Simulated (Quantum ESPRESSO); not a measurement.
# Al3GeAs3C: a curve over strain

A calculation, not a measurement. The program is pw.x of Quantum ESPRESSO 7.5 (plane-wave density functional theory). The cell is made up: 8 atoms on a zincblende/diamond lattice, with randomly drawn elements, strain and displacements, not relaxed. PseudoDojo standard norm-conserving files (v0.5 for PBE, v0.4.1 for LDA and PBEsol) set the functional; there is no spin polarisation, spin-orbit coupling or dispersion term, and the masses in the input are unused placeholders.

Seven runs add a strain to one cell (shear xy, as the tensor component); the atoms follow the cell and are not relaxed. Stress in the table is positive in tension.

Input of the run at -0.0020:

```
&control calculation='scf', pseudo_dir='./dojo.nc.sr.pbe.v0_5.standard.upf', outdir='./o', disk_io='medium', tprnfor=.true., tstress=.true. /
&system ibrav=0, nat=8, ntyp=4, nbnd=46, ecutwfc=84.00895049, nosym=.true., tot_charge=0,
 occupations='smearing', smearing='fd', degauss=0.0073498644
/
&electrons conv_thr=7.350e-09, electron_maxstep=60, /
ATOMIC_SPECIES
Al 1.0 Al.upf
As 1.0 As.upf
C 1.0 C.upf
Ge 1.0 Ge.upf
CELL_PARAMETERS angstrom
5.8847 0.0439 -0.0033
0.0442 5.7446 -0.0053
-0.0033 -0.0053 5.7838
ATOMIC_POSITIONS angstrom
Al 0.001 -0.0176 0.0186
Al 0.0171 2.8751 2.952
Ge 2.934 -0.0011 2.9398
Al 3.0001 2.8563 0.0364
As 1.4409 1.4313 1.4307
As 1.4054 4.326 4.3544
C 4.4255 1.5674 4.3744
As 4.5065 4.2917 1.4041
K_POINTS automatic
6 6 6 1 1 1
```

```
added strain  free energy less that of the input shown (eV)  stress xx (GPa)  stress yy (GPa)  stress zz (GPa)  stress xy (GPa)  pressure (GPa)  iterations
     -0.0224                                         0.0487             7.99             6.50             6.84            -2.05           -7.11          11
     -0.0190                                         0.0340             8.04             6.55             6.88            -1.72           -7.16          11
     -0.0069                                         0.0032             8.19             6.68             6.97            -0.56           -7.28          11
     -0.0020                                         0.0000             8.22             6.71             6.99            -0.09           -7.31          11
     +0.0075                                         0.0080             8.22             6.71             7.01             0.82           -7.32          11
     +0.0164                                         0.0332             8.18             6.67             6.99             1.67           -7.28          11
```

Question: one run is left out of the table, at +0.0031. Estimate its stress xy (GPa).

Answer: 0.40. The whole row:

| added strain | free energy less that of the input shown (eV) | stress xx (GPa) | stress yy (GPa) | stress zz (GPa) | stress xy (GPa) | pressure (GPa) | iterations |
| --- | --- | --- | --- | --- | --- | --- | --- |
| +0.0031 | 0.0018 | 8.23 | 6.72 | 7.01 | 0.40 | -7.32 | 11 |

A cubic fit gives a slope of stress xy against the added strain of 96 GPa at zero added strain, with the atoms clamped. Across the table the free energy follows the integral of the stress to within 0.4 meV. A rerun of one of the cells at 1437 eV and a 8 x 8 x 8 mesh moved values by no more than 0.004 eV in energy, 0.03 GPa in stress and 0.007 eV/Å in force.